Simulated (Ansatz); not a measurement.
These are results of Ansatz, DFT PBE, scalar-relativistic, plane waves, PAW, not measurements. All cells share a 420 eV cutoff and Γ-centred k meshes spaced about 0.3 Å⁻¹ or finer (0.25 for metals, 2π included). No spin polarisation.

These are static total energies at zero pressure.

Two relaxed structures of Bi2Te2O3:

A. Space group P-3m1 (No. 164), trigonal, a = 3.642 Å, c = 14.455 Å. Bi has 3 O at 2.30 Å and 3 O at 2.64 Å; Te has 1 Te at 2.62 Å; O on a site of symmetry 3m is surrounded by 3 Bi at 2.30 Å; O on a site of symmetry -3m has 6 Bi at 2.64 Å.

B. Space group R-3m (No. 166), trigonal, a = 3.664 Å, c = 41.522 Å. Bi is surrounded by 3 O at 2.31 Å and 3 O at 2.64 Å; Te is surrounded by 3 Te at 2.99 Å; around O on a site of symmetry 3m lie 3 Bi at 2.31 Å; O on a site of symmetry -3m has 6 Bi at 2.64 Å.

Question: Which form is favoured at zero pressure, and by what margin per atom?

Answer: A is lower, by 60 meV/atom. A has space group P-3m1 (No. 164), 23.7 Å³/atom and no gap on its mesh; B has space group R-3m (No. 166), 23.0 Å³/atom and no gap. A holds Te–Te pairs (shortest 2.62 Å); B holds Te–Te nets (shortest 2.99 Å). Both come from trial cells of a structure search, whose lowest cell (P1, 25.9 Å³/atom) lies 116 meV/atom below the lower of the two.

Weakly bound directions are ill-defined at this level, which has no dispersion term (P-3m1, R-3m), and this can change margins and order among such cells. Spin–orbit coupling, which can matter for Bi and Te, is left out. Cells relaxed within their symmetry can be saddle points. Some structure types and database cells were kept out of the candidates from the start, so a known form may be missing.
